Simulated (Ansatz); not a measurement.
With the program Ansatz at the PBEsol level (PAW), RuW in the rock salt structure (Fm-3m) relaxes to a = 5.075 Å. Ru has 6 nearest neighbours from 2.54 Å (octahedral); W has 6 nearest neighbours from 2.54 Å (octahedral). Against the elements it lies at 1027 meV/atom, with no fitted shifts.

Electronic character: metallic (no gap). Gap from PBEsol with spin–orbit coupling: none (metallic).

An equation-of-state fit gives a bulk modulus of 254 GPa. The highest mode at Γ lies at 92 cm⁻¹.

The start of the workflow was typed in or built on a structure type; neither database checked (COD, Materials Project) lists it. Its standing as an ambient phase is unchecked. The PBEsol relaxation kept the symmetry of its start; its stability against distortions is not shown here. The run is not spin-polarised. Its formation energy is positive at this level, so the cell may be metastable or incomplete. As this level gives no gap, phonon frequencies hold no LO–TO term and depend on the k-mesh and smearing (Fermi–Dirac, 0.1 eV here). The references are the lowest solids computed at this level, not always the standard phases. Scalar-relativistic: spin–orbit coupling is off unless named, which matters more the heavier the elements.

Potentials: the later of the program's two PAW sets.
